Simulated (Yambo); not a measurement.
G0W0@PBEsol for PdCdF$_{6}$ (space group R-3, No. 148) in Yambo. Reference settings: 2×2×2 Γ-centred k mesh, bands 9 to 174 and a 7 Ry block in the screening, 174 bands in G with the Bruneval-Gonze terminator, plasmon pole fitted at 27.2 eV. The PBEsol gap F → F on this mesh is 1.82 eV; G0W0 gaps are taken between the same points.

The settings were changed. The gap went from 4.44 eV to 4.47 eV, and the shift of the valence edge from -1.15 eV to -0.92 eV.

### Question
Which change was made?
(A) no point-group symmetry
(B) 79 bands in G
(C) no terminator
(D) 79 bands in G, no terminator

### Answer
C, no terminator. The others gave (gap, valence shift): 79 bands in G: 4.47, -1.16 eV; 79 bands in G, no terminator: 4.56, -0.60 eV; no point-group symmetry: 4.44, -1.15 eV.

Spin-orbit coupling is not included.

Geometry of the Materials Project entry, not relaxed at this level; primitive cell a = b = c = 5.6482 Å, α = β = γ = 53.19°.

A shift is the quasiparticle energy of the state minus its PBEsol energy.
